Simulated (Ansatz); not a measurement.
Levels of theory for HfSi₃O₈ (tetragonal HfO2 sites, Pmm2)

All numbers come from Ansatz. All values are calculated for a non-magnetic cell, which may be hypothetical.

A 12-atom cell of HfSi₃O₈ built on tetragonal HfO2 (relaxed group Pmm2) (it has left that coordination), relaxed with r2SCAN. Si has 6 O at 1.63–2.10 Å; Si has 5 O at 1.66–2.03 Å; O has 1 Si at 1.63 Å and 1 Hf at 1.89 Å; O has 2 Si at 1.66 Å; O has 2 Si at 1.80 Å; O has 3 Si at 1.82–2.10 Å and 1 Hf at 2.38 Å; Hf has 6 O at 1.89–2.38 Å; O has 2 Si at 1.74 Å (further sites aren't listed).

Space group Pmm2 (No. 25). a = 3.444 Å, b = 5.815 Å, c = 5.822 Å, α = 90.00°, β = 90.00°, γ = 90.00°

| atom | site | symmetry | x | y | z |
| --- | --- | --- | --- | --- | --- |
| Si | 1c | mm2 | 0.5000 | 0.0000 | 0.5726 |
| Si | 2g | m.. | 0.0000 | 0.7522 | 0.9431 |
| O | 2h | m.. | 0.5000 | 0.7909 | 0.3861 |
| O | 1a | mm2 | 0.0000 | 0.0000 | 0.0834 |
| O | 1a | mm2 | 0.0000 | 0.0000 | 0.6618 |
| O | 2h | m.. | 0.5000 | 0.7627 | 0.8441 |
| Hf | 1d | mm2 | 0.5000 | 0.5000 | 0.5304 |
| O | 1b | mm2 | 0.0000 | 0.5000 | 0.1041 |
| O | 1b | mm2 | 0.0000 | 0.5000 | 0.7009 |

Relaxed lattice by functional, symmetry kept:
```tsv
functional	k mesh	a (Å)	b (Å)	c (Å)	volume (Å³/atom)
PBE	8×4×6	3.538	5.766	6.503	11.05
r2SCAN	6×4×4	3.444	5.815	5.822	9.72
PBEsol	6×4×4	3.508	5.763	5.822	9.81
```

On this one geometry the levels give:
```
  level  k mesh  gap (eV)      kind           edges  least direct gap (eV)
    PBE   8×4×4      3.93  indirect  Z–U (0.75) → Γ                   4.17
PBE+SOC   8×4×4      3.93  indirect  Z–U (0.75) → Γ                   4.17
 r2SCAN   8×4×4      4.67  indirect  Z–U (0.75) → Γ                   4.94
  HSE06   4×4×4      5.68  indirect  Z–U (0.75) → Γ                   5.97
   PBE0   4×4×4      6.43  indirect  Z–U (0.75) → Γ                   6.72
```
PBE: smearing of 0.02 eV; the others have fixed occupations.
Wave cutoffs: 420 eV, 500 eV (r2SCAN).
Points off the special ones are mesh points or PBE's searched band edges, reused at the other levels.

The HSE06 gap is indirect, 5.68 eV (Z–U (0.75 of the way from Z) to Γ), below the direct gap of 5.97 eV at Γ. Spin-orbit coupling changes the PBE gap by 0.00 eV, to 3.93 eV.

r2SCAN covers 42 % of the step from PBE to HSE06. Spin-orbit coupling moves the least or the direct gap by up to 0.01 eV, so it can be left out where a tenth of an eV counts. All these functionals give a gap of the same kind, indirect.

Only the levels marked +SOC include spin-orbit coupling.

The meshes of the hybrids are coarse, so their gaps aren't converged to the digits shown.
